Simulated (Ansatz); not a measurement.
# C: computed property card

C:
```cif
data_C24
_chemical_formula_sum 'C24'
_space_group_name_H-M_alt 'Pn-3m :1'
_space_group_IT_number 224
_space_group_name_Hall 'P 4n 2 3 -1n'
_cell_length_a 6.09132
_cell_length_b 6.09132
_cell_length_c 6.09132
_cell_angle_alpha 90.000
_cell_angle_beta 90.000
_cell_angle_gamma 90.000
loop_
_atom_site_label
_atom_site_type_symbol
_atom_site_symmetry_multiplicity
_atom_site_Wyckoff_symbol
_atom_site_fract_x
_atom_site_fract_y
_atom_site_fract_z
_atom_site_occupancy
C1 C 24 j 0.08666 0.25000 0.58666 1
```

Space group Pn-3m (No. 224); conventional cell a = b = c = 6.091 Å, α = β = γ = 90.00°.

Method: plane-wave PAW PBE (Ansatz code). Structure relaxed to zero pressure with the same functional. Other levels are named where they apply.

Cell and energy:

```json
{
  "volume_per_atom": "9.42 Å³",
  "density": "2.12 g/cm³"
}
```

Electronic structure:

```json
{
  "band_gap": "2.85 eV (indirect)",
  "valence_band_maximum": "at Γ",
  "conduction_band_minimum": "on the R–M line, 43 % of the way from R (6 equivalent valleys)",
  "smallest_direct_gap_on_the_standard_path": "3.45 eV",
  "Hole effective mass, band 1 of 3 at the edge": "1.0 along [100], 1.0 along [110], 1.0 along [111] (mₑ)",
  "Hole effective mass, band 2 of 3 at the edge": "0.63 along [100], 0.64 along [110], 0.64 along [111] (mₑ)",
  "Hole effective mass, band 3 of 3 at the edge": "0.63 along [100], 0.63 along [110], 0.64 along [111] (mₑ)"
}
```

Mechanics:

```json
{
 "Bulk modulus (Birch–Murnaghan fit)": "249 GPa",
 "Pressure derivative B′": "3.7"
}
```

The start of the workflow was typed in or built on a structure type; neither database checked (COD, Materials Project) lists it. It is not the phase usual at ambient conditions (space group No. 194, 227). The PBE relaxation kept the symmetry of its start; its stability against distortions is not shown here.

Potentials: the later of the program's two PAW sets.
